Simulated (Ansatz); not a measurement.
# NiAgO2: pressure against volume

NiAgO2, P6_3/mmc, a = 2.903 Å, c = 12.171 Å. The structure is a Materials Project entry; whether it is the stable form wasn't checked. Ansatz: PBEsol, PAW, 420 eV, Γ-centred 12×12×4 mesh on 8 atoms, Gaussian smearing 0.10 eV; collinear spin, largest moment 0.6 μB. Shape and atoms are relaxed at each volume; pressure is positive in compression.

| V (Å³/atom) | P (GPa) |
| --- | --- |
| 9.770 | ? |
| 10.103 | 18.88 |
| 10.436 | 11.57 |
| 10.769 | 5.34 |
| 11.102 | 0.00 |
| 11.435 | -4.55 |
| 11.768 | -8.39 |
| 12.212 | -12.60 |

Q: Take V0 = 11.102 Å³/atom, fit the third-order Birch–Murnaghan form to the other rows, and predict the missing pressure.

A: With the Eulerian strain f = ½[(V0/V)^(2/3) − 1] and y = P/[3f(1 + 2f)^(5/2)], the form is the line y = B0 + 1.5 B0 (B0′ − 4) f. Rows (f, y): 0.03244, 165.8; 0.02105, 165.3; 0.01025, 165.1; -0.00975, 163.4; -0.01905, 161.8; -0.03078, 159.9. Means f = 0.0006933, y = 163.55; Σ(Δf)² = 0.003003, ΣΔfΔy = 0.2729; the slope is their ratio. y = 163.5 + 90.86 f GPa, so B0 = 163.5 GPa and B0′ = 4 + 2 × (90.86)/(3 × 163.5) = 4.37. At V = 9.770, f = 0.04447, y = 167.54 and P = 27.66 GPa. The run gave 27.69 GPa, so the fit is 0.03 GPa too low, within the rms miss on the fitted rows (0.04 GPa). Note that the largest moment runs from 0.40 to 0.66 μB along the series.

The largest moment runs from 0.40 to 0.66 μB along the series, so B0 and B0′ hold the change of the moment too.

The state reached may not be the lowest one. The program reads another magnetic order as possibly lower. Moments started parallel, and an antiferromagnetic order may lie lower.

Cost: 8 runs of about 29 core-minutes in all, on Arm Neoverse V1 (shared hosts).